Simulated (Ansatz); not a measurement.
Total density of states per atom from PBE in the plane-wave PAW code Ansatz, in 0.25 eV bins, energy from the valence-band maximum:

```
E (eV) | states/eV/atom
    -7.85 | ############ 0.31
    -7.60 | ################# 0.43
    -7.35 | ################## 0.45
    -7.10 | ############ 0.31
    -6.85 | ########## 0.24
    -6.60 | ######### 0.22
    -6.35 | ######### 0.24
    -6.10 | ########### 0.28
    -5.85 | ############ 0.31
    -5.60 | ########## 0.25
    -5.35 | ############ 0.31
    -5.10 | ############# 0.33
    -4.85 | ############ 0.29
    -4.60 | ############## 0.34
    -4.35 | ############## 0.35
    -4.10 | ############### 0.38
    -3.85 | ############## 0.36
    -3.60 | ############### 0.38
    -3.35 | ################## 0.46
    -3.10 | #################### 0.51
    -2.85 | ###################### 0.55
    -2.60 | #################### 0.51
    -2.35 | ##################### 0.53
    -2.10 | ######################### 0.64
    -1.85 | ############################## 0.76
    -1.60 | ####################### 0.59
    -1.35 | ################## 0.46
    -1.10 | ############## 0.34
    -0.85 | ########## 0.25
    -0.60 | ######## 0.19
    -0.35 | ##### 0.13
    -0.10 | ## 0.05
     0.15 |  0.00
     0.40 |  0.00
     0.65 |  0.00
     0.90 |  0.00
     1.15 |  0.00
     1.40 |  0.00
     1.65 |  0.00
     1.90 |  0.00
     2.15 |  0.00
     2.40 |  0.00
     2.65 | # 0.02
     2.90 | ## 0.05
     3.15 | ####### 0.17
     3.40 | ########### 0.27
     3.65 | ############# 0.34
     3.90 | ############# 0.33
     4.15 | ############## 0.35
     4.40 | ############# 0.34
     4.65 | ############## 0.37
     4.90 | ############## 0.37
     5.15 | ############### 0.39
     5.40 | ############ 0.30
     5.65 | ############ 0.32
     5.90 | ############## 0.35
     6.15 | ################## 0.45
     6.40 | ################# 0.44
     6.65 | #################### 0.50
     6.90 | ############################# 0.74
     7.15 | ##################### 0.53
```

Question: Which of these materials gives this?
(A) Sb, A7 (α-As type)
(B) CdS, wurtzite
(C) SiC, wurtzite
(D) As, A7 (α-As type)

Answer: C, SiC, wurtzite. Top 1 eV of the valence band: C 2p 84 %, Si 3p 13 %. Bottom 1 eV of the conduction band: Si 3p 44 %, C 2s 14 %, C 2p 12 %, Si 3s 10 %, outside the projected shells 20 %. Projections are on Löwdin-orthogonalised atomic valence shells; empty p or d shells of many metals are not among them.

Space group P6_3mc (wurtzite). The PBE relaxation kept the symmetry of its start; phonons on a q-mesh show no instability.

Potentials: the later of the program's two PAW sets.
